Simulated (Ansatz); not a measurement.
Geometry optimisation in Ansatz: input, command and trajectory.

```yaml
crystal:
  lattice:
    - [2.8373, 0.0, 0.0]
    - [0.0, 2.8373, 0.0]
    - [0.0, 0.0, 4.0591]
  atoms:
    - { symbol: Ti, position: [0.0, 0.0, 0.0] }
    - { symbol: Al, position: [0.5, 0.5, 0.5] }
basis:
  ecutwfc: 420
kpoints:
  mp_grid: { grid: [12, 12, 10] }
hamiltonian:
  xc: pbe
scf:
  occupations: { method: gaussian, width: 0.1 }
output:
  forces: true
  stress: true
  eigenvalues: true
  write_density: true
  write_potential: true
  elf: true
  volumetric_format: npy
relax:
  adjacent_minimum: "off"
  f_tol: 0.02
  max_steps: 70
  cell: { stress_tol: 0.1 }
```

```bash
ansatz run input.yaml --threads 2 --pin off --max-ram 5120MiB --backend cpu --events-out ev --progress --plain --runs-dir out
```

Computed with DFT PBE, scalar-relativistic, plane waves, PAW in Ansatz 0.2.0.

Of 4 frames 4 are shown, positions in Å and forces in eV/Å; the SCF threshold varies from step to step. Steps run on the plane waves of an earlier cell, with a Pulay correction in the pressure. The basis is chosen afresh for the last frame, the zero of the energies, and can be on the way; energy and pressure step there, also at an unchanged geometry.

```xyz
2
Lattice="2.8373 0.0000 0.0000 0.0000 2.8373 0.0000 0.0000 0.0000 4.0591" Properties=species:S:1:pos:R:3:forces:R:3 pbc="T T T" step=1 free_energy_over_end_meV_per_atom=0.36 pressure_GPa=-0.75
Ti    0.0000    0.0000    0.0000    0.0000    0.0000    0.0000
Al    1.4186    1.4186    2.0295    0.0000    0.0000    0.0000
2
Lattice="2.8220 0.0000 0.0000 0.0000 2.8220 0.0000 0.0000 0.0000 4.0585" Properties=species:S:1:pos:R:3:forces:R:3 pbc="T T T" step=2 free_energy_over_end_meV_per_atom=0.06 pressure_GPa=0.50
Ti    0.0000    0.0000    0.0000    0.0000    0.0000    0.0000
Al    1.4110    1.4110    2.0292    0.0000    0.0000    0.0000
2
Lattice="2.8262 0.0000 0.0000 0.0000 2.8262 0.0000 0.0000 0.0000 4.0634" Properties=species:S:1:pos:R:3:forces:R:3 pbc="T T T" step=3 free_energy_over_end_meV_per_atom=-0.03 pressure_GPa=0.02
Ti    0.0000    0.0000    0.0000    0.0000    0.0000    0.0000
Al    1.4131    1.4131    2.0317    0.0000    0.0000    0.0000
2
Lattice="2.8262 0.0000 0.0000 0.0000 2.8262 0.0000 0.0000 0.0000 4.0634" Properties=species:S:1:pos:R:3:forces:R:3 pbc="T T T" step=4 free_energy_over_end_meV_per_atom=0.00 pressure_GPa=0.01
Ti    0.0000    0.0000    0.0000    0.0000    0.0000    0.0000
Al    1.4131    1.4131    2.0317    0.0000    0.0000    0.0000
```

The run took 6.9 s on 2 threads of Arm Neoverse V2, on a shared host, peak memory 0.36 GiB.